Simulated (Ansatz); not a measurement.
A geometry of Ta away from equilibrium: step 2 of the relaxation of a relaxed Ta cell, doubled along one cell vector, shaken by Gaussian noise of σ = 0.08 Å a coordinate. Method: PBEsol (plane waves to 420 eV, PAW, scalar-relativistic; Ansatz, a program for electronic structure). Γ-centred k-mesh 13×7×13 on the run's cell (coarser than for final values), Fermi–Dirac smearing 0.05 eV.

```xyz
4
Lattice="0.0132 2.5780 4.8717 2.8332 -0.0102 9.7564 1.4122 2.5880 -0.0014" Properties=species:S:1:pos:R:3:forces:R:3 pbc="T T T" free_energy=-39228.848 pressure_GPa=4.7
Ta     0.6897     1.3918     2.4114    1.3845   -0.7435    0.4429
Ta     2.2334     1.3008     7.2952   -1.3771    0.6932    0.8780
Ta     0.0539     0.0596    -0.0141   -0.5347    0.1119    0.1063
Ta     1.4191     0.0509     4.9721    0.5273   -0.0617   -1.4272
```

Positions in Å, forces in eV/Å, free energy of the cell in eV (comparable only within this code, potentials and settings). Largest force: 1.77 eV/Å, on Ta2 (atoms numbered as listed); the geometry lies 0.06 eV/atom above the end of its relaxation.

No spin polarisation in the result.

The end of the path is a generated cell of Ta: the first start was made by placing the elements on the sites of a structure type, and the end was not matched to a known phase here, so it may be hypothetical. Known forms of Ta include space group No. 229.
